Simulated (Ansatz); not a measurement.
With the program Ansatz at the PBEsol level (PAW), SiC in the orthorhombic phase (Pnma; Si on 4c, C on 4c) relaxes to a = 5.814 Å, b = 3.125 Å, c = 5.189 Å. Its formation energy from the elements is -0.050 eV/atom, with no fitted shifts.

It is gapped at this level: 2.49 eV (indirect). The screened hybrid HSE06 puts the gap at 3.57 eV. The hole mass is 0.60, 1.5, 2.2 mₑ (principal values).

The elastic constants imply a Debye temperature near 855 K. Born charges are Si +2.67, C -2.67 e. The phonon dispersion is stable (no imaginary branch). Without the LO–TO term the highest mode at Γ lies at 972 cm⁻¹.

The start of the workflow was typed in or built on a structure type; neither database checked (COD, Materials Project) lists it. It is not the phase usual at ambient conditions (space group No. 186, 216). The cell was relaxed with PBEsol under the symmetry of its start. The references are the lowest solids computed at this level, not always the standard phases.

Potentials: the later of the program's two PAW sets.
